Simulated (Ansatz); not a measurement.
Relaxed-ion elastic tensor of BeTe (zinc blende, F-43m) in GPa (Voigt order), plane-wave PAW PBEsol (Ansatz code); density 5.15 g/cm³, 22.01 Å³ per atom.

```
 100  40.4  40.4   0.0   0.0   0.0
40.4   100  40.4   0.0   0.0   0.0
40.4  40.4   100   0.0   0.0   0.0
 0.0   0.0   0.0  50.6   0.0   0.0
 0.0   0.0   0.0   0.0  50.6   0.0
 0.0   0.0   0.0   0.0   0.0  50.6
```

Q: Is the crystal mechanically stable?

A: Yes: the smallest eigenvalue of C is 50.6 GPa.

Q: Work out the Voigt, Reuss and Hill averages.

A: K_V = 60.3, K_R = 60.3, K_H = 60.3; G_V = 42.3, G_R = 39.7, G_H = 41.0 GPa.

Q: Give Young's modulus, Poisson's ratio, Pugh's ratio and the universal anisotropy index.

A: E = 9KG/(3K + G) = 100 GPa; ν = 0.22; K/G = 1.47 (brittle by the Pugh limit of 1.75); A_U = 5G_V/G_R + K_V/K_R − 6 = 0.34.

Q: Estimate the sound speeds and the Debye temperature.

A: v_l = √((K + 4G/3)/ρ) = 4720 m/s, v_t = √(G/ρ) = 2820 m/s, mean 3120 m/s; Θ = (h/k)(3n/4πV)^(1/3) v_m = 332 K.

Q: Give the Zener ratio and Young's modulus along [100], [110] and [111].

A: A = 2C44/(C11 − C12) = 1.69; 1/E = S11 − 2(S11 − S12 − S44/2)Γ with Γ = 0, 1/4, 1/3 gives 77.1, 105, 119 GPa.

The cell was relaxed with PBEsol under the symmetry of its start. Scalar-relativistic: spin–orbit coupling is off unless named, which matters more the heavier the elements.

Potentials: the earlier of the program's two PAW sets. The files were generated under PBE; for other functionals the program regenerates the frozen cores, and for LDA and PBEsol the local potential too.
